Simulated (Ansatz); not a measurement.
Every step of a relaxation of ZnS (wurtzite type)

DFT, PBE, PAW with Ansatz's default frozen-core files, scalar-relativistic (Ansatz 0.2.0); a Γ-centred 10×10×6 k mesh, Fermi–Dirac smearing of 0.05 eV, no spin polarisation. The run relaxes cell and atoms at a target pressure of 0 GPa.

Command: `ansatz run input.yaml --threads 1 --pin off --max-ram 3072MiB --backend cpu --events-out ev --progress --plain --runs-dir out` It took 48 s on 1 thread of Intel(R) Xeon(R) Platinum 8375C CPU @ 2.90GHz (Ice Lake), on a shared host, peak memory 0.4 GiB.

PAW: frozen-core files, cutoff 420 eV; forces are relaxed below 0.005 eV/Å.

Each step lists its free energy a cell above the last geometry, the pressure, the cell vectors (Å), and Cartesian positions (Å) with forces (eV/Å).

The first step:

```
step 1  dF = 28.08 meV  P = 3.02 GPa
  cell 3.8021 0.0000 0.0000  -1.9010 3.2927 0.0000  0.0000 0.0000 6.1974
  Zn 0.0000 2.1951 0.0000   0.0000 0.0000 0.0201
  Zn 1.9010 1.0976 3.0987   0.0000 0.0000 0.0201
  S 0.0000 2.1951 2.3302   0.0000 0.0000 -0.0201
  S 1.9010 1.0976 5.4289   0.0000 0.0000 -0.0201
```

Problem. Where does the relaxation end, and by which steps?

Solution. After 4 geometries, with conventional a, b, c = 3.845, 3.845, 6.306 Å, at 20.185 Å³/atom (+4.07 % against the start) in space group P6_3mc, with a shortest distance of 2.357 Å. The further steps:
```
step 2  dF = 4.56 meV  P = 1.22 GPa
  cell 3.8234 0.0000 0.0000  -1.9117 3.3112 0.0000  0.0000 0.0000 6.2697
  Zn 0.0000 2.2075 0.0042   0.0000 0.0000 0.0087
  Zn 1.9117 1.1037 3.1390   0.0000 0.0000 0.0087
  S 0.0000 2.2075 2.3533   0.0000 0.0000 -0.0087
  S 1.9117 1.1037 5.4881   0.0000 0.0000 -0.0087
step 3  dF = -0.01 meV  P = 0.08 GPa
  cell 3.8434 0.0000 0.0000  -1.9217 3.3285 0.0000  0.0000 0.0000 6.3040
  Zn 0.0000 2.2190 0.0051   0.0000 0.0000 -0.0031
  Zn 1.9217 1.1095 3.1571   0.0000 0.0000 -0.0031
  S 0.0000 2.2190 2.3652   0.0000 0.0000 0.0031
  S 1.9217 1.1095 5.5172   0.0000 0.0000 0.0031
step 4  dF = 0.00 meV  P = 0.00 GPa
  cell 3.8452 0.0000 0.0000  -1.9226 3.3300 0.0000  0.0000 0.0000 6.3055
  Zn 0.0000 2.2200 0.0046   0.0000 0.0000 0.0007
  Zn 1.9226 1.1100 3.1573   0.0000 0.0000 0.0007
  S 0.0000 2.2200 2.3663   0.0000 0.0000 -0.0007
  S 1.9226 1.1100 5.5191   0.0000 0.0000 -0.0007
step 5  dF = -1.33 meV  P = 0.00 GPa  (same geometry on a basis chosen anew; earlier energies don't compare to the last digit)
  cell 3.8452 0.0000 0.0000  -1.9226 3.3300 0.0000  0.0000 0.0000 6.3055
  Zn 0.0000 2.2200 0.0046   0.0000 0.0000 0.0007
  Zn 1.9226 1.1100 3.1573   0.0000 0.0000 0.0007
  S 0.0000 2.2200 2.3663   0.0000 0.0000 -0.0007
  S 1.9226 1.1100 5.5191   0.0000 0.0000 -0.0007
```
